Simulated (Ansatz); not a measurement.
One crystal and one scan (energy against volume) at two levels, PBE (plane waves to 420 eV, PAW, scalar-relativistic; Ansatz, a quantum-chemistry and plane-wave program) and r2SCAN (plane waves to 500 eV, PAW, scalar-relativistic; Ansatz), each from its own relaxed cell and on its own mesh. The cell shown is that of PBE.

Al2Cu (Al2Cu type, space group I4/mcm)

```xyz
6
Lattice="-3.0298 3.0298 2.4373 3.0298 -3.0298 2.4373 3.0298 3.0298 -2.4373" Properties=species:S:1:pos:R:3 pbc="T T T"
Al     0.9591     3.9889     0.0000
Al     0.9591     2.0707     2.4373
Al     2.0707     0.9591     0.0000
Al     2.0707    -0.9591     2.4373
Cu     0.0000     0.0000     1.2186
Cu     0.0000     0.0000     3.6559
```

Equation-of-state scan: isotropic scaling of the cell above, V₀ being its volume. The atoms relax within the cell's symmetry.

Energies are smeared free energies. Al2Cu is run without spin polarisation. Al2Cu was relaxed with its symmetry unable to fall. With the shape held, the modulus is that of even scaling; a crystal free to change shape is softer. Both scans cover V/V₀ from 0.840 to 1.160.

ΔE (meV/atom), each from the relaxed starting cell of its own level:

| V/V₀ | PBE | r2SCAN |
|---|---|---|
| 0.840 | 163 | 180 |
| 0.867 | 107 | 119 |
| 0.893 | 65 | 72 |
| 0.920 | 35 | 38 |
| 0.947 | 15 | 16 |
| 0.973 | 3 | 4 |
| 1.000 | 0 | 0 |
| 1.027 | 3 | 3 |
| 1.053 | 12 | 13 |
| 1.080 | 26 | 28 |
| 1.107 | 44 | 48 |
| 1.133 | 65 | 72 |
| 1.160 | 90 | withheld |

Estimate the r2SCAN value at 1.160 from the PBE value there and the ratio of the two levels in the two nearest given rows on that side of the minimum.

At 1.133 and 1.107 the ratio r2SCAN/PBE averages 1.099, which gives 1.099 × 90 = 99 meV/atom. The calculation gives 99 meV/atom, +10.0 % against PBE.

(A scan under strain: stresses follow from slopes of the energy per volume, elastic moduli from its curvatures.)
